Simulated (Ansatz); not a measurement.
Here is the system:

Relaxed Os (hcp, Mg type):

```yaml
crystal:
  lattice:
    - [5.47669, 0.00000, 0.00000]
    - [-1.36917, 2.37148, 0.00000]
    - [0.00000, 0.00000, 4.31593]
  atoms:
    - { symbol: Os, position: [0.16667, 0.66667, 0.75000] }
    - { symbol: Os, position: [0.66667, 0.66667, 0.75000] }
    - { symbol: Os, position: [0.33333, 0.33333, 0.25000] }
    - { symbol: Os, position: [0.83333, 0.33333, 0.25000] }
```

In each cell atom 1 (Os, nearest neighbour Os at 2.675 Å; its periodic images, 2.7 Å or more away, move with it) moves by s·(0.707, 0.707, 0.000) (along Cartesian [110]), the rest being held.

Calculation: r2SCAN (plane waves to 500 eV, PAW, scalar-relativistic; Ansatz, a quantum-chemistry and plane-wave program). k mesh 8×16×9 (Γ-centred), Fermi-Dirac smearing 0.05 eV. E stands for the smeared free energy. With partly filled bands, energies and forces of such displacements shift with the k mesh and the smearing. Os is run without spin polarisation. Os was relaxed with its symmetry unable to fall. Spin-orbit coupling is left out, though Os is heavy. ΔE is measured from the undisplaced structure.

The scan covers s from -0.540 to 0.540 Å in 11 points.

**Question.** Is the energy the same for displacements of ±0.540 Å, and if not, which side lies higher?

**Answer.** Not even: the negative side lies higher at ±0.540 Å. With its periodic images moving along, the atom's site symmetry in this cell is mm2.

**Question.** What is the energy change at s = 0.540 Å?

**Answer.** 2860 meV/cell.

**Question.** What force acts on the atom along the line at s = -0.540 Å?

**Answer.** 14.2 eV/Å.

**Question.** What is the force constant k = d²E/ds² of this move at s = 0?

**Answer.** 15.5 eV/Å².

(For displaced atoms, the force is minus the slope of the energy, and its curvature is a force constant, which sets phonon frequencies.)
